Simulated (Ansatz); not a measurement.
# Slab of hcp Co (0001), 5 layers

The slab is cut from the hcp crystal, the stable phase, as relaxed on PAW files (10.00 Å³/atom), with 16 Å of vacuum and a dipole correction:

```
Co
1.0
     2.42813    0.00000    0.00000
    -1.21406    2.10282    0.00000
     0.00000    0.00000   23.83610
Co
5
Direct
  0.00000 0.00000 0.33563
  0.33333 0.66667 0.41781
  0.00000 0.00000 0.50000
  0.33333 0.66667 0.58219
  0.00000 0.00000 0.66437
```

Level of theory: DFT with LDA, scalar-relativistic, in Ansatz 0.2.0; a Γ-centred 19×19×1 k mesh, Fermi–Dirac smearing of 0.1 eV, spin-polarised from start moments Co1 1.7, Co2 1.7, Co3 1.7, Co4 1.7, Co5 1.7 μB. LAPW: all electrons, basis error target 1 meV/atom; PAW: frozen-core files, cutoff 420 eV.

The bulk energy comes from a cell in the slab's orientation on a 19×19×11 mesh. The surface energy is (E(slab) − N·E(bulk))/2A at zero smearing, the mean of both faces; thin slabs carry quantum-size effects.

The magnetic state is the one reached from the start moments; other orders weren't searched. The PAW files were made under PBE.

Task: As cut, the LAPW slab lies 1.793 eV above 5 atoms of bulk. What surface energy is that?

Result: Over two faces of 5.11 Å² it is 175.6 meV/Å², and times 16.02 J/m² per eV/Å² that gives γ = 2.814 J/m².

```tsv
method	γ as cut (J/m²)	γ relaxed (J/m²)	Φ as cut (eV)	Φ relaxed (eV)
LAPW	2.814	2.782	5.43	5.41
PAW	2.813	2.782	5.44	5.41
```

Task: How do the spacings between the planes relax?

Result: From the bottom face up: d12 -2.5 % of 1.959 Å, d23 +0.6 % of 1.959 Å, d34 +0.6 % of 1.959 Å, d45 -2.5 % of 1.959 Å.

Task: How do the moments vary through the slab?

Result: Co1 1.65, Co2 1.57, Co3 1.50, Co4 1.57, Co5 1.65 μB in the LAPW spheres; the bulk has Co 1.51 μB.

Task: A field of 0.2 V/Å is applied along the normal, atoms held. What follows?

Result: LAPW finds an induced dipole of 0.0626 e·Å a cell (PAW 0.0626), that is 11.09 Å for 4πα over the area, against 7.76 Å between the outer atoms.

Task: What changes if the vacuum is set to 13 Å?

Result: LAPW then gives: no gap, work function 5.41 eV; PAW: no gap, work function 5.41 eV. The program warns that the vacuum is too thin.
